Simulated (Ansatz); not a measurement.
These are results of DFT PBE, scalar-relativistic, plane waves, PAW in Ansatz, not measurements. Settings: cutoff 420 eV, Γ-centred meshes spaced at most about 0.3 Å⁻¹, and about 0.25 Å⁻¹ or finer for metals (2π included), Gaussian smearing. Collinear spin in cells that started with moments and kept them past the coarse steps, no spin elsewhere.

These are static total energies at zero pressure.

Two relaxed structures of Al₃NiIr:

A. (no spin) Space group Pm-3m (No. 221), cubic, a = 4.328 Å. Around Al lie 2 Ni at 2.16 Å, 4 Ir at 3.06 Å and 8 Al at 3.06 Å; around Ni lie 6 Al at 2.16 Å; Ir is surrounded by 12 Al at 3.06 Å.

B. (site moments Ni -0.5 μB) Space group Pm-3m (No. 221), cubic, a = 4.668 Å. Around Al lie 2 Ir at 2.33 Å, 4 Ni at 3.30 Å and 8 Al at 3.30 Å; Ni is surrounded by 12 Al at 3.30 Å; Ir has 6 Al at 2.33 Å.

Task: Which placement of the atoms is lower in energy, and by how much?

Result: A is lower, by 26 meV/atom. The two share one framework of sites and differ in which element sits where. A has the antiperovskite type, space group Pm-3m (No. 221), 16.2 Å³/atom and no gap on its mesh; B has the antiperovskite type, space group Pm-3m (No. 221), 20.3 Å³/atom and no gap. Counting all near atoms (those within 1.25 times the shortest distance at each site; a plus sign parts nearer from farther groups), A has Al 2, Ni 6, Ir 12+8 and B has Al 2, Ni 12+8, Ir 6. Their magnetic states differ too. The denser one is the lower, and pressure would at first widen the difference. Even the lower one lies +0.18 eV/atom against the reference forms of the elements (uncorrected), so neither is stable at this level. Both come from invented guesses.

Spin–orbit coupling, which can matter for Ir, is left out. Another magnetic order may lie lower. Trial moments died out on the coarse mesh in Pm-3m; another magnetic start might hold. Cells relaxed within their symmetry can be saddle points.
